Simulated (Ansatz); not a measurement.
Na: stiffness from a series of strains

```
CELL_PARAMETERS angstrom
3.76700 0.00000 0.00000
-1.88350 3.26232 0.00000
0.00000 0.00000 6.15400
ATOMIC_POSITIONS crystal
Na 0.33333 0.66667 0.25000
Na 0.66667 0.33333 0.75000
```

Atoms are numbered in the order listed.

Structure: COD 9011000, as refined from experiment and not relaxed.

Computed with DFT, LDA, all-electron LAPW, scalar-relativistic (Ansatz 0.2.0).

Sampling and basis: a Γ-centred 11×11×6 k mesh, Fermi–Dirac smearing of 0.05 eV, basis error target 0.5 meV/atom, no spin polarisation.

The strain is applied along the Cartesian axes of the cell as listed (the other components stay zero). Fractional coordinates are held (clamped ions).

σ is the change of stress from the unstrained cell, which is at -0.89 GPa; tension is positive, so slopes are stress–strain coefficients at that pressure. In a metal the k mesh adds noise.

Only quantities that a quadratic follows smoothly over the whole series are listed; rougher ones are left out.

```tsv
εxx = εyy	σzz (GPa)	σxx (GPa)
-0.0200	-0.13	-0.30
0.0000	0.00	0.00
0.0100	0.08	0.12
0.0200	0.16	0.21
```

Fit the series and read off the stiffness at zero strain.

Least-squares fits y = p0 + p1 x + p2 x² to the rows give σzz (GPa): p1 = 7.28, p2 = 34; σxx (GPa): p1 = 12.8, p2 = -120. So C13 + C23 = 7 GPa and C11 + C12 = 13 GPa, for these axes.

One run, at εxx = εyy = -0.0100, is withheld. Predict its row.

The fits give -0.07, -0.14; the run gave -0.07, -0.14.
